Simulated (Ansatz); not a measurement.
This cell of AlNi₃ (Cu3Au type) is off equilibrium:

```xyz
4
Lattice="3.5668 0.0000 0.0000 0.0000 3.5668 0.0000 0.0000 0.0000 3.5668" Properties=species:S:1:pos:R:3 pbc="T T T"
Ni     0.2121     1.9955     1.7834
Ni     1.7834     1.7834     0.0000
Ni     1.7834     0.0000     1.7834
Al     0.0000     0.0000     0.0000
```

Level of theory: PBE (plane waves to 420 eV, PAW, scalar-relativistic; Ansatz, a program for electronic structure). k mesh 11×11×11 (Γ-centred), Fermi-Dirac smearing 0.05 eV. Energies are smeared free energies. Compression counts positive. With partly filled bands, energies and forces of such displacements shift with the k mesh and the smearing. AlNi3 was relaxed with its symmetry unable to fall. Relaxed AlNi3 ends ferromagnetic. Other magnetic orders were not checked, so this need not be the ground state.

Task: Predict the force on every atom, in eV/Å.

Result: 
```csv
atom,Fx,Fy,Fz
Ni1,-2.090,-2.088,0.000
Ni2,0.938,0.012,0.000
Ni3,1.265,1.232,0.000
Al4,-0.112,0.844,0.000
```

Task: What is the stress tensor (GPa)?

Result: 
```
    5.2      3.7      0.0
    3.7      4.5      0.0
    0.0      0.0      4.9
```
The pressure, a third of the trace, is 4.9 GPa.

Task: In it atom 1 sits (0.212, 0.212, 0.000) Å away from its relaxed site. What is its energy relative to the relaxed cell?

Result: 413 meV/cell.

(A displaced cell: forces are minus the slopes of the energy, force constants its curvatures, and phonons follow from these.)
